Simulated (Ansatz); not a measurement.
**NiSb — ⁶¹Ni nuclear quadrupole resonance**

Cell: an entry of the Crystallography Open Database (COD; perhaps a calculated or model structure).

```
Ni Sb
1.0
     3.94000    0.00000    0.00000
    -1.97000    3.41214    0.00000
     0.00000    0.00000    5.14000
Ni Sb
2 2
Cartesian
  0.0000 0.0000 0.0000
  0.0000 0.0000 2.5700
  0.0000 2.2748 1.2850
  1.9700 1.1374 3.8550
```

Atoms are numbered from 1 in the order listed; like atoms form one site, named after its first atom.

The numbers come from a DFT calculation in Ansatz (PBE, plane waves and PAW, scalar-relativistic, collinear spin, 420 eV cutoff, Γ-centred 10×10×7 k-points, Fermi–Dirac smearing 0.05 eV). Start moments as typed (μB): 3 on each Ni, none on the rest. The program fits them to the shells of the files, so those used differ somewhat.

⁶¹Ni: I = 3/2, Q = 162.0 mb (year-2017 value). Static lattice, zero field.

**Question.** At which frequencies do the ⁶¹Ni NQR lines lie?

**Answer.** For I = 3/2 there is one line, ν = (|C_Q|/2)(1 + η²/3)^½.

```
site  atoms  V_zz (10²¹ V/m²)  C_Q (MHz)     η  line frequencies (MHz)
  Ni   1, 2             -2.27      -8.91  0.00                    4.45
```

An axis of threefold or higher order runs through Ni, so V_zz lies along it and η is zero.

The run finds no gap above 0.1 eV (a metal, or nearly one), so the gradients can move by 10 % or more with the k-mesh. Without spin–orbit coupling (the program notes it for Sb) the gradients can shift somewhat, as the gap is small. With these PAW files V_zz is typically within 2 to 3 % of all-electron values, but misses above 10 % occur on Ni. The start moments die out, and the run ends without spin.
